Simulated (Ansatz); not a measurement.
All numbers below come from DFT PBE, scalar-relativistic, plane waves, PAW in Ansatz 0.2.0. All cells share a 420 eV cutoff and Γ-centred k meshes spaced at most about 0.3 Å⁻¹ (about 0.25 or finer for metals, 2π included). No spin polarisation in the final relaxations.

All energies are static (0 K, no zero-point motion). All come from trial cells, and lower structures may exist.

Problem. These unrelaxed guesses for ScH5 are each relaxed within their symmetry. Order them by the energy at which they end, lowest first.
1.

```
Sc H
1.0
     3.75833    0.00000    0.00000
     0.00000    3.75833    0.00000
     0.00000    0.00000    3.75833
Sc H
1 5
Cartesian
  1.8792 1.8792 1.8792
  1.0092 1.0092 1.0092
  2.7492 2.7492 1.0092
  2.7492 1.0092 2.7492
  1.0092 2.7492 2.7492
  0.0000 0.0000 0.0000
```

2.

```
Sc H
1.0
     3.68120    0.00000    0.00000
    -1.84060    3.18801    0.00000
     0.00000    0.00000    4.08113
Sc H
1 5
Direct
  0.00000 0.00000 0.50000
  0.33333 0.66667 0.73886
  0.66667 0.33333 0.73886
  0.66667 0.33333 0.26114
  0.33333 0.66667 0.26114
  0.00000 0.00000 0.00000
```

Solution. 2 (ends in P6/mmm, 0 meV/atom), 1 (ends in P-43m, 289 meV/atom). Even the lowest end lies +0.06 eV/atom against the elements.

With hydrogen, zero-point motion can shift such differences by 10 meV/atom or more. Cells relaxed within their symmetry can be saddle points. Some structure types and database cells were kept out of the candidates from the start, so a known form may be missing.
